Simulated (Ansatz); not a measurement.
How much do the gradients of ZrZnS₃O₁₂ depend on the method?

Cell: a computed structure from the Materials Project (it need not be an observed phase), atoms as given.

Space group R3c:H (No. 161); a = 8.8478, c = 22.7301 Å, γ = 120.00°.

```
site  Wyckoff  site symmetry       x       y       z
  Zr       6a             3.  0.0000  0.0000  0.3557
  Zn       6a             3.  0.0000  0.0000  0.6468
   S      18b              1  0.6201  0.6600  0.4156
 O11      18b              1  0.1805  0.9697  0.6970
 O17      18b              1  0.8214  0.0311  0.3025
 O23      18b              1  0.2001  0.1770  0.5921
 O29      18b              1  0.7967  0.8225  0.4086
```

One atom of each set is listed; the run and its k-mesh use a cell of 34 atoms with edges of 9.14, 9.14, 9.14 Å.

First run. Computed with Ansatz: DFT, PBE, plane waves and PAW, scalar-relativistic, 420 eV cutoff, Γ-centred 3×3×3 k-points, Fermi–Dirac smearing 0.02 eV.

```json
{"site": "Zr", "V_zz (10²¹ V/m²)": "1.60", "η": "0.00"}
{"site": "Zn", "V_zz (10²¹ V/m²)": "0.54", "η": "0.00"}
{"site": "S", "V_zz (10²¹ V/m²)": "-3.32", "η": "0.27"}
{"site": "O11", "V_zz (10²¹ V/m²)": "14.47", "η": "0.08"}
{"site": "O17", "V_zz (10²¹ V/m²)": "14.24", "η": "0.04"}
{"site": "O23", "V_zz (10²¹ V/m²)": "14.53", "η": "0.10"}
{"site": "O29", "V_zz (10²¹ V/m²)": "14.11", "η": "0.07"}
```

Second run. The same atoms and settings, except that the functional is r2SCAN and the cutoff is 500 eV.

Question: Given the first result, estimate the second.

Answer: 

```tsv
site	V_zz	η	change of V_zz
Zr	1.55	0.00	-0.05
Zn	0.53	0.00	-0.01
S	-3.53	0.32	-0.21
O11	14.79	0.08	+0.32
O17	14.68	0.04	+0.44
O23	14.92	0.10	+0.39
O29	14.58	0.07	+0.47
```

The largest change of V_zz is on O29, from 14.11 to 14.58. In per cent, |V_zz| changes by -4 on Zr, -1 on Zn, +6 on S, +2 to +3 on O (all sites that start above 0.5).

Without spin–orbit coupling (the program notes it for Zr) the gradients are little affected as a rule: paired runs on crystals with a gap mostly move them by under 2 % at such atoms.
For the first run: The largest force is 0.4 eV/Å, so the atoms aren't at the calculated equilibrium and relaxing them would move these values.
For the second run: The largest force is 0.6 eV/Å, so the atoms aren't at the calculated equilibrium and relaxing them would move these values. With these PAW files V_zz is typically within 2 to 3 % of all-electron values, but misses above 10 % occur on Zn.
